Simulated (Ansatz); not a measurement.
Antifluorite Mg2C, relaxed with r2SCAN: 3 runs in the PAW code Ansatz, each a calculation of independent-particle optics. Space group Fm-3m (No. 225), cubic; a = 5.422 Å in the conventional setting, 13.28 Å³ an atom. Around C lie 8 Mg at 2.35 Å; around Mg lie 4 C at 2.35 Å. Computed, not measured; no magnetism was allowed, and whether the structure is a known phase isn't checked.

```yaml
crystal:
  lattice:
    - [0.00000, 2.71094, 2.71094]
    - [2.71094, 0.00000, 2.71094]
    - [2.71094, 2.71094, 0.00000]
  atoms:
    - { symbol: C, position: [0.00000, 0.00000, 0.00000] }
    - { symbol: Mg, position: [0.25000, 0.25000, 0.25000] }
    - { symbol: Mg, position: [0.75000, 0.75000, 0.75000] }
```

On meshes this coarse, single peaks can be features of the mesh. No local fields, no excitons; the zone sum runs over the cells of the mesh, and ε∞ includes the bands left out of the spectrum. Up to four peaks are listed, those above 15 % of the tallest and inside the complete range; the four can differ from row to row.

```json
{"functional": "PBE", "k mesh": "6×6×6", "broadening (eV)": "0.1", "scissors (eV)": "0.00", "range (eV)": "0–12", "direct gap on the mesh before scissors (eV)": "1.49", "ε∞ xx": "9.26", "ε∞ yy": "9.26", "ε∞ zz": "9.26", "complete up to (eV)": "12.0", "tallest peaks of mean ε₂ (eV)": "3.95 6.25 6.55 6.80"}
{"functional": "r2SCAN", "k mesh": "6×6×6", "broadening (eV)": "0.1", "scissors (eV)": "0.00", "range (eV)": "0–12", "direct gap on the mesh before scissors (eV)": "1.96", "ε∞ xx": "7.79", "ε∞ yy": "7.79", "ε∞ zz": "7.79", "complete up to (eV)": "12.0", "tallest peaks of mean ε₂ (eV)": "4.55 6.20 6.95 7.40"}
{"functional": "PBE", "k mesh": "6×6×6", "broadening (eV)": "0.1", "scissors (eV)": "0.83 (to HSE06)", "range (eV)": "0–12", "direct gap on the mesh before scissors (eV)": "1.49", "ε∞ xx": "7.89", "ε∞ yy": "7.89", "ε∞ zz": "7.89", "complete up to (eV)": "12.0", "tallest peaks of mean ε₂ (eV)": "4.80 7.10 7.40 7.60"}
```

The fundamental gap is indirect (0.74 eV with PBE on 6×6×6); the table holds the direct one.
